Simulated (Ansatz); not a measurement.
One crystal and one scan (energy against volume) at two levels, PBE-D3(BJ) (plane waves to 420 eV, PAW, scalar-relativistic; Ansatz, an electronic-structure program) and r2SCAN+rVV10 (plane waves to 500 eV, PAW, scalar-relativistic; Ansatz), each from its own relaxed cell and on its own mesh.

The crystal is C (graphite type, space group P6_3/mmc); the cell is scaled evenly about its relaxed volume V₀.

The energy includes the smearing's −TS. C was relaxed with its symmetry unable to fall. The PAW data are Ansatz's earlier set. With the shape held, the modulus is that of even scaling; a crystal free to change shape is softer. Both scans cover V/V₀ from 0.840 to 1.160.

| quantity | run 1 | run 2 |
|---|---|---|
| Lattice constant a (Å) | 2.455 | 2.465 |
| Lattice constant c (Å) | 6.670 | 6.729 |
| Relaxed volume (Å³/atom) | 8.71 | 8.85 |
| Pressure at the smallest volume (GPa) | 68.8 | 68.1 |
| Energy cost of the largest compression (meV/atom) | 263 | 271 |

### Question
Which run is which level?

### Answer
Run 2 is PBE-D3(BJ), run 1 is r2SCAN+rVV10. PBE-D3(BJ) gives the higher value for: lattice constant a; lattice constant c; relaxed volume; energy cost of the largest compression. They agree on: pressure at the smallest volume (within 1.5 %).

(A scan under strain: stresses follow from slopes of the energy per volume, elastic moduli from its curvatures.)
